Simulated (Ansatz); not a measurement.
## Formation energy of NaIr (CsCl type)

```
Na Ir
1.0
     3.23126    0.00000    0.00000
     0.00000    3.23126    0.00000
     0.00000    0.00000    3.23126
Na Ir
1 1
Direct
  0.00000 0.00000 0.00000
  0.50000 0.50000 0.50000
```

The cell comes from a relaxation on PAW files under the same functional, begun from a prototype that needn't be the stable phase.

Level of theory: DFT with PBE, scalar-relativistic, in Ansatz 0.2.0; a Γ-centred 11×11×11 k mesh, Fermi–Dirac smearing of 0.05 eV, no spin polarisation. LAPW: all electrons, basis error target 0.5 meV/atom; PAW: frozen-core files, cutoff 420 eV.

The elements are taken as Ir fcc, Na bcc, each relaxed on PAW files under the same functional and computed by the same method as the compound; zero-point and thermal terms are left out.

Spin–orbit coupling is left out, which matters for the heavy atoms.

(1) What is the formation energy by LAPW, and how far do the other methods lie from it?

(2) Give the LAPW value for one formula unit in kJ/mol.

(3) How does the cell move when LAPW relaxes it further?

(4) What Bader charges does the PAW density give?

Results:

(1) 1.165 eV/atom; PAW -0.8 meV/atom. The compound is unstable against these elements; other compounds of the system weren't compared.

(2) 1.165 eV/atom × 2 atoms × 96.485 kJ/(mol·eV) = 224.8 kJ/mol, at zero temperature and without zero-point motion.

(3) It takes no step: the LAPW pressure of 0.01 GPa and the forces already lie within the run's tolerances.

(4) Na1 +0.74 e, Ir2 -0.74 e.
